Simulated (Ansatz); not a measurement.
## PbSe (Fm-3m): elasticity against pressure

```xyz
2
Lattice="0.0000 3.0209 3.0209 3.0209 0.0000 3.0209 3.0209 3.0209 0.0000" Properties=species:S:1:pos:R:3 pbc="T T T"
Pb    0.0000    0.0000    0.0000
Se    3.0209    3.0209    3.0209
```

This is the zero-pressure cell. At each pressure cell and atoms are relaxed in this structure, and the constants are slopes of the stress at strains of ±0.005 with relaxed ions (the coefficients that govern stability under load). Level: LDA, PAW on Ansatz 0.2.0's default frozen-core files (fitted under PBE), scalar-relativistic; k mesh 14×14×14, strains of ±0.005, Fermi-Dirac smearing of 0.050 eV, cutoff 420 eV. P is the pressure of the relaxed cell, less that of this one.

```csv
P (GPa),V/V₀,C11 (GPa),C12 (GPa),C44 (GPa)
0.00,1.0000,150.9,11.8,17.9
0.98,0.9838,162.2,12.5,17.6
2.00,0.9684,173.8,13.4,17.4
3.98,?,?,?,?
6.99,0.9075,228.1,17.4,16.2
9.98,0.8789,258.8,19.6,15.0
14.96,0.8395,307.7,23.2,12.5
```

Task: Does the bulk modulus from the constants agree with the pressure-volume curve?

Result: A third-order Birch-Murnaghan fit to the volumes shown (F against f, f = [(V₀/V)^(2/3) − 1]/2) gives B₀ = 58.1 GPa and B′ = 4.4. Its −V dP/dV stands beside (C11 + 2C12)/3:

| P (GPa) | from P(V) | from the constants |
| --- | --- | --- |
| 0.00 | 58.1 | 58.2 |
| 0.98 | 62.4 | 62.4 |
| 2.00 | 66.8 | 66.8 |
| 6.99 | 87.5 | 87.6 |
| 9.98 | 99.4 | 99.4 |
| 14.96 | 118.8 | 118.0 |

Task: What are the pressure derivatives at zero pressure?

Result: Slopes at V₀ of quadratic fits in −ln(V/V₀) through the first four rows shown, divided by B₀: dC11/dP = 11.6, dC12/dP = 0.8, dC44/dP = -0.3. The mean slopes up to 2.0 GPa are 11.4, 0.8, -0.3; curvature and scatter of the constants part the two. The combination (dC11/dP + 2 dC12/dP)/3 = 4.4 stands against B′.

Task: Fill the row at 3.98 GPa.

Result: Cubic fits in −ln(V/V₀) through all rows shown give C11 = 195.8, C12 = 15.0, C44 = 16.9 GPa. Computed: V/V₀ = 0.9417, C11 (GPa) = 195.8, C12 (GPa) = 15.0, C44 (GPa) = 17.0.

Task: Does a shear stiffness soften?

Result: C44 goes from 17.9 to 12.5 GPa; (C11 − C12)/2 goes from 69.5 to 142.2 GPa. C44 softens under pressure, though the lattice stays mechanically stable over this range.

Keep in mind: no other phase was computed; many crystals of this kind change structure within this range, and rows or crossings beyond such a change describe a metastable lattice; frozen-core PAW files fitted under PBE, their cores solved anew for the functional of the run; the gap is closed or tiny at this level, so small that the run used smearing; responses move with mesh and smearing; no spin-orbit coupling on heavy atoms; the softest shear constant rests on one k mesh, and a soft shear can herald a distortion on cooling; phonons weren't checked at these pressures.
